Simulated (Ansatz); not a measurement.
A trial cell of Bi₂TeO₃, before relaxation:

```cif
data_structure
_symmetry_space_group_name_H-M 'P-3m1'
_symmetry_Int_Tables_number 164
_cell_length_a 3.9406
_cell_length_b 3.9406
_cell_length_c 9.5723
_cell_angle_alpha 90.000
_cell_angle_beta 90.000
_cell_angle_gamma 120.000
_cell_volume 128.73
loop_
_atom_site_label
_atom_site_type_symbol
_atom_site_symmetry_multiplicity
_atom_site_Wyckoff_symbol
_atom_site_fract_x
_atom_site_fract_y
_atom_site_fract_z
_atom_site_occupancy
Bi1 Bi 2 d 0.33333 0.66667 0.67169 1
Te1 Te 1 a 0.00000 0.00000 0.00000 1
O1 O 1 b 0.00000 0.00000 0.50000 1
O2 O 2 d 0.33333 0.66667 0.15693 1
```

Theory: DFT PBE, scalar-relativistic, plane waves, PAW (Ansatz 0.2.0). Cutoff 420 eV, Gaussian smearing, Γ-centred meshes. Cell and atoms relax first on a coarse mesh and then on a finer one. In between, the cell is made exact in the group found at 0.06 Å. In metals the finer mesh still leaves noise of several meV/atom or more. The steps can't lower the symmetry of their start. No spin polarisation.

A guess keeps its type if space group and coordination stay and the shape of the cell changes little (axis ratios within about 15 %, angles within 6°); the volume may change.

Q: Does this structure survive the relaxation?

A: It doesn't keep its type. The symmetry stays P-3m1 (No. 164). The volume per atom grows by 13.5 %, from 21.5 to 24.3 Å³. The shortest distance goes from 2.73 Å (Te–O) to 2.27 Å (Bi–O). The ratio c/a of the conventional cell changes by a factor of 1.53. Counting neighbours within 15 % of an atom's shortest distance, the start has Bi 6, O 6, Te 6 and the end Bi 3, O 3/6, Te 6. In detail, at the end around Bi lie 3 O at 2.27 Å and 3 O at 2.63 Å; Te has 6 Te at 3.57 Å; O on a site of symmetry -3m has 6 Bi at 2.63 Å; 1 more site not described.

```yaml
crystal:
  lattice:
    - [3.56679, 0.00000, 0.00000]
    - [-1.78339, 3.08893, 0.00000]
    - [0.00000, 0.00000, 13.25797]
  atoms:
    - { symbol: Bi, position: [0.33333, 0.66667, 0.62355] }
    - { symbol: Bi, position: [0.66667, 0.33333, 0.37645] }
    - { symbol: Te, position: [0.00000, 0.00000, 0.00000] }
    - { symbol: O, position: [0.00000, 0.00000, 0.50000] }
    - { symbol: O, position: [0.33333, 0.66667, 0.30400] }
    - { symbol: O, position: [0.66667, 0.33333, 0.69600] }
```

Energies over the elements count from the elements' standard structures at the same level (O₂ as a molecule), with no fitted energy shifts.

Q: At what energy does it end?

A: −0.66 eV/atom. A negative formation energy is needed for stability but isn't enough: competing phases decide.

The last run used a 12×12×4 mesh (in the run's order of axes) for its 6-atom cell and Gaussian smearing of 0.10 eV. Weakly bound directions are ill-defined at this level, which has no dispersion term. These runs have no spin–orbit coupling, which can matter for Bi and Te. The reference form of Te is held partly by dispersion forces, which this level lacks. A structure relaxed within its symmetry needn't be a true minimum.

In counts of neighbours, a slash parts the counts of unlike sites.
